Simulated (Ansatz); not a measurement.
Nb₃Ga₂:
```xyz
10
Lattice="6.9052 0.0000 0.0000 0.0000 6.9052 0.0000 0.0000 0.0000 3.5102" Properties=species:S:1:pos:R:3 pbc="T T T"
Nb     0.0000     0.0000     0.0000
Nb     3.4526     3.4526     0.0000
Nb     1.2124     4.6650     1.7551
Nb     5.6928     2.2402     1.7551
Nb     2.2402     1.2124     1.7551
Nb     4.6650     5.6928     1.7551
Ga     2.5862     6.0388     0.0000
Ga     4.3190     0.8664     0.0000
Ga     0.8664     2.5862     0.0000
Ga     6.0388     4.3190     0.0000
```

Relaxed with r²SCAN. Special points in fractions of this cell's reciprocal vectors: Γ (0.000, 0.000, 0.000); X (0.000, 0.500, 0.000); M (0.500, 0.500, 0.000); Z (0.000, 0.000, 0.500); R (0.000, 0.500, 0.500); A (0.500, 0.500, 0.500).

Question: List the band energies nearest the Fermi level at these points for plane-wave PAW r²SCAN (Ansatz code).

Answer: In eV from the Fermi level; about four levels below and three above (degenerate sets whole), none deeper than 8.9 eV; points with the same levels are listed once.

```tsv
k	below	above
Γ	-1.40 -1.40 -0.93 -0.93 -0.84	0.05 0.51 0.58 0.58 0.59
X	-0.40 -0.40 -0.03 -0.03	0.42 0.42 1.06 1.06
M	-0.45 -0.45 -0.17 -0.17	1.14 1.14 1.44 1.44
Z	-0.14 -0.14 -0.13 -0.13	0.05 0.09 0.37
R	-1.23 -1.23 -0.32 -0.32	1.62 1.62 1.74 1.74
A	-1.34 -1.34 -1.33 -1.33 -1.20 -1.20	1.82 1.82 2.52 2.52
```

Space group P4/mbm. The first step of the workflow began from a Materials Project structure, measured or hypothetical; the Crystallography Open Database files this formula in space group No. 127, but the cells were not matched. Whether it is the stable phase at ambient conditions was not checked. The cell was relaxed with r²SCAN under the symmetry of its start; whether a distortion lowers the energy is not shown. The run is not spin-polarised. Scalar-relativistic: spin–orbit coupling is off unless named, which matters more the heavier the elements.

Potentials: the later of the program's two PAW sets.
